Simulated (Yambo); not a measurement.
CsHgF$_{3}$ (cubic perovskite, space group Pm-3m, No. 221); a = 4.595 Å, b = 4.595 Å, c = 4.595 Å, α = 90.00°, β = 90.00°, γ = 90.00°. With the G0W0 scissor the direct gap on the mesh is 4.81 eV.

Question: Does this run resolve the lowest exciton, and if so, what are its energy and binding? (Yambo, PBEsol bands; 8×8×8 mesh, 14 valence and 1 conduction bands, static screening with 60 bands and a 3 Ry block, scissor 2.24 eV, Tamm-Dancoff.)

Answer: No. The lowest state covers only about 3 of the 512 k points, so the mesh doesn't resolve it: its energy and its distance from the direct gap are mesh artefacts. An extended exciton needs a far denser mesh. The scissor comes from a G0W0 run whose convergence isn't established. Without spin-orbit coupling, band edges of such heavy elements can be off by tenths of an eV. The cell is held in this high symmetry; tilts and polar distortions were not searched.

Geometry of the Materials Project entry, not relaxed at this level.
